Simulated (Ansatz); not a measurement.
# Electric field gradients in SnSO

Level of theory: DFT LDA, scalar-relativistic, plane waves, PAW (Ansatz 0.2.0). Settings: 420 eV plane-wave cutoff, Γ-centred 12×12×4 mesh, Fermi-Dirac smearing of 0.15 eV. No spin polarisation.

The cell, relaxed at this level:
```
Sn S O
1.0
     3.41222    0.00000    0.00000
    -1.70611    2.95507    0.00000
     0.00000    0.00000   10.09742
Sn S O
2 2 2
Direct
  0.33333 0.66667 0.60425
  0.66667 0.33333 0.10425
  0.66667 0.33333 0.75524
  0.33333 0.66667 0.25524
  0.00000 0.00000 0.01551
  0.00000 0.00000 0.51551
```

The cell was built by swapping an element in a database structure (itself possibly hypothetical) and relaxing; it need not be the stable form of this composition. In a metal these results depend on the k mesh and the smearing. The crystal is built of layers and no dispersion correction was added, so the binding between them is poorly described, and with it their spacing and whatever depends on it. A semilocal functional can close a gap that the real compound has. Spin–orbit coupling is left out, which matters for gradients at heavy nuclei.

Question: Give V_zz (10²¹ V/m²) and the asymmetry η at each distinct site.

Answer:
| atom | V_zz | η |
| --- | --- | --- |
| Sn (atom 1) | 7.63 | 0.00 |
| S (atom 3) | 1.63 | 0.00 |
| O (atom 5) | -10.71 | 0.00 |

The bands only touch here, so at this level the crystal is a zero-gap semiconductor or semimetal, not an ordinary metal; spin–orbit coupling, left out, can open or move such a gap.